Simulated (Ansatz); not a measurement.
The computed numbers are results of PBEsol, scalar-relativistic (no spin polarisation) in the plane-wave PAW code Ansatz at 420 eV, 8×8×8 k-mesh, Gaussian smearing of 0.05 eV; PAW files: Ansatz's generated set soft_2.

A compound XAl3 has these computed properties.

| Property | Result |
| --- | --- |
| Space group | Pm-3m (No. 221) |
| Conventional cell | a = 4.147 Å, b = 4.147 Å, c = 4.147 Å, α = 90.00°, β = 90.00°, γ = 90.00° |
| Volume | 17.83 Å³/atom |
| Band gap | zero (metallic) |
| Density of states at the Fermi level | 0.37 states/(eV·atom) |
| f electrons (orthogonalised atomic orbitals) | X 13.97 |
| Formation energy from the elements (0 K, uncorrected) | -0.43 eV/atom |
| Bulk modulus (Birch–Murnaghan) | 87 GPa |
| Pressure derivative B0′ | 3.7 |

Sites: X on 1a, Al on 3c.

Problem. Which element is X?
A. Tm
B. Ta
C. Lu
D. Hf

Solution. C. X is Lu, so the compound is LuAl3.

The start was a prototype's sites filled with these elements, not a measured cell.

Scalar-relativistic only: spin–orbit splittings of the heavy atoms' levels are missing.
